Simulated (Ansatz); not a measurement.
The following input was run with Ansatz 0.2.0.

```yaml
crystal:
  lattice:
    - [4.0482029973, 0.0, 0.0]
    - [0.0, 4.0482029973, 0.0]
    - [0.0, 0.0, 4.0482029973]
  atoms:
    - { symbol: H, position: [0.1507323278, 0.1507323278, 0.1507323278] }
    - { symbol: H, position: [0.1507323278, 0.8492676722, 0.8492676722] }
    - { symbol: H, position: [0.8492676722, 0.8492676722, 0.1507323278] }
    - { symbol: H, position: [0.8492676722, 0.1507323278, 0.8492676722] }
    - { symbol: Br, position: [0.5, 0.5, 0.5] }
    - { symbol: "N", position: [0.0, 0.0, 0.0] }
basis:
  ecutwfc: 420
kpoints:
  mp_grid: { grid: [6, 6, 6] }
hamiltonian:
  xc: pbesol
scf:
  occupations: { method: gaussian, width: 0.02 }
output:
  forces: true
  stress: true
  eigenvalues: true
relax:
  adjacent_minimum: "off"
  f_tol: 0.01
  max_steps: 30
```

Run as
```bash
ansatz run input.yaml --threads 1 --pin off --max-ram 2560MiB --backend cpu --events-out ev --progress --plain --runs-dir out
```

All numbers below come from DFT PBEsol, scalar-relativistic, plane waves, PAW in Ansatz 0.2.0.

From the run's log, abridged:

```
Warning: output.stress: scf.convergence.dr2_threshold = 1e-7 eV (the SCF's general default) is looser than the 6e-10 eV advised for a printed stress (1e-10 eV for each atom of the cell: 6). ...
Pseudopotentials: kind: paw
Pseudopotential: H, paw, valence charge 1, recommended cutoff 420 eV (normal)
Pseudopotential: Br, paw, valence charge 7, recommended cutoff 420 eV (normal)
Pseudopotential: N, paw, valence charge 5, recommended cutoff 420 eV (normal)
Functional definition: PBEsol
Crystal: 6 atoms, lattice volume = 66.342 Å³
Basis set: ecut = 420 eV, 1309 PW (Γ), exchange–correlation on 60×60×60 points (8 copies of the dense FFT grid, shifted against one another)
Bands: 14, of which v1, the nominal top of the filled ones, is band 8 counted from 1 (7 counted from 0)
Symmetry: 24 space group operations
Space group: P-43m (ITA 215), of the structure as read, at distance tolerance 4.0e-5 Å
k-points: 20 of 216 (time reversal used)
Initial density: superposition of atomic densities (neutral atoms: chi_scale 0, normalization atom), corrected by the library's trained network
Initial wavefunctions: pseudopotential atomic-orbital guess
Functional: x = pbesol(κ = 0.804, μ = 0.12345679), c = pbesol(β = 0.046)
SCF iter   1: F=—  HF=-3181.020885 eV  |F-HF|=—  |Δ(HF+E_count)|=         —  Δρ=3.71e-3  dr2=6.70e-3  ethr=1.77e-3  ⟨swp⟩=5.6  Hψ=1705  notcnv=0
SCF iter   2: F=—  HF=-3181.019271 eV  |F-HF|=—  |Δ(HF+E_count)|=   1.61e-3  Δρ=1.65e-3  dr2=1.25e-3  ethr=4.19e-5  ⟨swp⟩=2.4  Hψ=653  notcnv=0  defer=31
SCF iter   3: F=—  HF=-3181.019359 eV  |F-HF|=—  |Δ(HF+E_count)|=   8.83e-5  Δρ=1.68e-4  dr2=1.70e-5  ethr=7.82e-6  ⟨swp⟩=2.4  Hψ=417  notcnv=0  defer=31
SCF iter   4: F=-3181.019365 eV  HF=-3181.019365 eV  |F-HF|=2.37e-8  |Δ(HF+E_count)|=   5.40e-6  Δρ=1.66e-5  dr2=1.97e-7  ethr=1.06e-7  ⟨swp⟩=2.6  Hψ=408  notcnv=0  defer=31
SCF iter   5: F=-3181.019365 eV  HF=-3181.019365 eV  |F-HF|=1.77e-9  |Δ(HF+E_count)|=   7.97e-8  Δρ=2.65e-6  dr2=4.13e-9  ethr=1.23e-9  ⟨swp⟩=2.1  Hψ=390  notcnv=0  defer=31
SCF iter   6: F=-3181.019365 eV  HF=-3181.019365 eV  |F-HF|=8.09e-11  |Δ(HF+E_count)|=  1.96e-10  Δρ=4.73e-7  dr2=5.76e-11  ethr=2.58e-11  ⟨swp⟩=5.1  Hψ=1097  notcnv=0
SCF 1 converged in 6 iterations: F = -3181.019365 eV  dr2 = 5.76e-11
relax step   1: F+E_penalty+E_count = -3181.01936473 eV  Δ(F+E_penalty+E_count) = +0.000e0 eV  max|allowed force component| = 1.968e-1 eV/Å  Δτ_max = 0.0000 Å  (6 SCF iters, dr2 threshold 2.50e-6 eV, accepted)
Initial density: handed on by an earlier stage of this run
Initial wavefunctions: those handed on with the density
SCF iter   1: F=—  HF=-3181.025907 eV  |F-HF|=—  |Δ(HF+E_count)|=         —  Δρ=1.90e-3  dr2=1.76e-3  ethr=1.08e-5  ⟨swp⟩=1.8  Hψ=1125  notcnv=0  defer=32
SCF iter   2: F=—  HF=-3181.025478 eV  |F-HF|=—  |Δ(HF+E_count)|=   4.29e-4  Δρ=5.77e-4  dr2=1.25e-4  ethr=1.08e-5  ⟨swp⟩=2.0  Hψ=454  notcnv=0  defer=32
SCF iter   3: F=—  HF=-3181.025468 eV  |F-HF|=—  |Δ(HF+E_count)|=   9.61e-6  Δρ=1.19e-4  dr2=2.45e-6  ethr=7.82e-7  ⟨swp⟩=2.0  Hψ=338  notcnv=0  defer=32
SCF iter   4: F=-3181.025470 eV  HF=-3181.025470 eV  |F-HF|=3.37e-8  |Δ(HF+E_count)|=   1.63e-6  Δρ=1.08e-5  dr2=6.47e-8  ethr=1.53e-8  ⟨swp⟩=2.6  Hψ=410  notcnv=0  defer=32
SCF iter   5: F=-3181.025470 eV  HF=-3181.025470 eV  |F-HF|=2.26e-10  |Δ(HF+E_count)|=  1.00e-11  Δρ=1.53e-6  dr2=1.21e-9  ethr=4.04e-10  ⟨swp⟩=2.4  Hψ=389  notcnv=0  defer=32
SCF iter   6: F=-3181.025470 eV  HF=-3181.025470 eV  |F-HF|=1.05e-11  |Δ(HF+E_count)|=  4.82e-10  Δρ=1.93e-7  dr2=2.46e-11  ethr=7.55e-12  ⟨swp⟩=5.5  Hψ=1084  notcnv=0
SCF 2 converged in 6 iterations: F = -3181.025470 eV  dr2 = 2.46e-11
relax step   2: F+E_penalty+E_count = -3181.02546972 eV  Δ(F+E_penalty+E_count) = -6.105e-3 eV  max|allowed force component| = 7.293e-2 eV/Å  Δτ_max = 0.0065 Å  (6 SCF iters, dr2 threshold 2.42e-6 eV, accepted)
SCF iter   1: F=—  HF=-3181.026553 eV  |F-HF|=—  |Δ(HF+E_count)|=         —  Δρ=1.13e-3  dr2=6.18e-4  ethr=3.74e-5  ⟨swp⟩=2.0  Hψ=848  notcnv=0  defer=32
SCF iter   2: F=—  HF=-3181.026405 eV  |F-HF|=—  |Δ(HF+E_count)|=   1.48e-4  Δρ=3.96e-4  dr2=7.56e-5  ethr=3.87e-6  ⟨swp⟩=2.0  Hψ=662  notcnv=0  defer=32
SCF iter   3: F=—  HF=-3181.026406 eV  |F-HF|=—  |Δ(HF+E_count)|=   1.26e-6  Δρ=1.74e-4  dr2=7.46e-6  ethr=4.73e-7  ⟨swp⟩=2.0  Hψ=368  notcnv=0  defer=32
SCF iter   4: F=—  HF=-3181.026408 eV  |F-HF|=—  |Δ(HF+E_count)|=   2.01e-6  Δρ=4.33e-5  dr2=5.67e-7  ethr=4.66e-8  ⟨swp⟩=2.1  Hψ=372  notcnv=0  defer=32
SCF iter   5: F=-3181.026409 eV  HF=-3181.026409 eV  |F-HF|=5.26e-9  |Δ(HF+E_count)|=   1.09e-7  Δρ=4.65e-6  dr2=4.61e-9  ethr=2.08e-9  ⟨swp⟩=8.3  Hψ=1213  notcnv=0
SCF 3 converged in 5 iterations: F = -3181.026409 eV  dr2 = 4.61e-9
relax step   3: F+E_penalty+E_count = -3181.02640852 eV  Δ(F+E_penalty+E_count) = -9.388e-4 eV  max|allowed force component| = 1.893e-3 eV/Å  Δτ_max = 0.0038 Å  (5 SCF iters, dr2 threshold 3.32e-7 eV, accepted)
SCF iter   1: F=—  HF=-3181.026393 eV  |F-HF|=—  |Δ(HF+E_count)|=         —  Δρ=4.65e-6  dr2=4.65e-9  ethr=2.93e-11  ⟨swp⟩=1.0  Hψ=1040  notcnv=0
SCF iter   2: F=-3181.026409 eV  HF=-3181.026409 eV  |F-HF|=1.46e-9  |Δ(HF+E_count)|=   1.56e-5  Δρ=2.36e-6  dr2=1.40e-9  ethr=2.91e-11  ⟨swp⟩=3.9  Hψ=704  notcnv=0
SCF 4 converged in 2 iterations: F = -3181.026409 eV  dr2 = 1.40e-9
relax step   4: F+E_penalty+E_count = -3181.02640852 eV  Δ(F+E_penalty+E_count) = -5.307e-10 eV  max|allowed force component| = 1.869e-3 eV/Å  Δτ_max = 0.0000 Å  (2 SCF iters, accepted)
SCF converged after 2 iterations
Free energy (F): -3181.026409 eV
Harris-Foulkes:  -3181.026409 eV  (|F-HF|=1.46e-9)
Internal energy: -3181.026409 eV  (E = F + TS)
E sigma→0 (E₀):  -3181.026409 eV
Fermi energy:    2.756252 eV
--- Per-component energies (eV) ---
  E_band       = -97.191045
  E_kinetic    = 317.926559
  E_local      = -643.554530  (includes V_loc(G=0)·N_el)
  E_nonlocal   = 122.991175
  E_hartree    = 181.689445
  E_xc         = -354.728354
  E_vxc        = -223.555991  (∫ρ·V_xc dr)
  E_paw        = -2328.216654  (= ΣΔE_a)
  E_vpaw       = -34.372371  (= ΣTr[D̂ρ^β])
  E_aug_tail   = -0.004627  (compensation charges beyond the density's cutoff)
  E_ewald      = -477.249792
  E_core_change = 0.120369  (= ΣΔE_core)
  E_smearing   =  0.000000  (= −TS)
--- Forces (eV/Å), atoms counted from 1 ---
  atom   1  H      0.00186898     0.00186898     0.00186898
  atom   2  H      0.00186898    -0.00186898    -0.00186898
  atom   3  H     -0.00186898    -0.00186898     0.00186898
  atom   4  H     -0.00186898     0.00186898    -0.00186898
  atom   5  Br     0.00000000     0.00000000     0.00000000
  atom   6  N      0.00000000     0.00000000     0.00000000
--- Stress (GPa, compression-positive) ---
       -1.181224       0.000000       0.000000
        0.000000      -1.181224       0.000000
        0.000000       0.000000      -1.181224
  P = ⅓ Tr σ = -1.1812 GPa (-11.812 kbar)
--- Band table (eV; the first three rows and the last of 20) ---
  k-point 0: bands = ["-17.2170", "-11.8331", "-6.5333", "-6.5333", "-6.5333", "0.7195", "0.7195", "0.7195", "4.7198", "7.6239", "7.6239", "10.3267", "10.3267", "10.3267"]
  k-point 1: bands = ["-17.1977", "-11.8423", "-6.5579", "-6.5138", "-6.5138", "0.1661", "0.6902", "0.6902", "5.3742", "7.8717", "8.2136", "10.2092", "10.2092", "10.4103"]
  k-point 2: bands = ["-17.1584", "-11.8633", "-6.5953", "-6.4740", "-6.4740", "-0.6662", "0.6290", "0.6290", "6.6305", "8.6111", "8.9919", "10.0727", "10.0727", "10.8558"]
  k-point 19: bands = ["-17.0428", "-11.5465", "-6.7506", "-6.7506", "-6.7506", "-0.5855", "-0.5855", "-0.5855", "8.4830", "8.4830", "8.4830", "10.6467", "10.6928", "10.6928"]
--- Relaxed structure (4 steps of the walk, 4 accepted, 0 SCFs on fresh bases) ---
  F+E_penalty+E_count = -3181.02640852 eV   max|allowed force component| = 1.869e-3 eV/Å
  atoms:
    - { symbol: H, position: [0.14926230, 0.14926230, 0.14926230] }
    - { symbol: H, position: [0.14926230, 0.85073769, 0.85073769] }
    - { symbol: H, position: [0.85073769, 0.85073769, 0.14926230] }
    - { symbol: H, position: [0.85073769, 0.14926230, 0.85073769] }
    - { symbol: Br, position: [0.5, 0.5, 0.5] }
    - { symbol: N, position: [0.0, 0.0, 0.0] }
```

The relaxation met its thresholds.

It took 7.5 s on 1 thread of Arm Neoverse V2 (shared host), peak memory 0.31 GiB.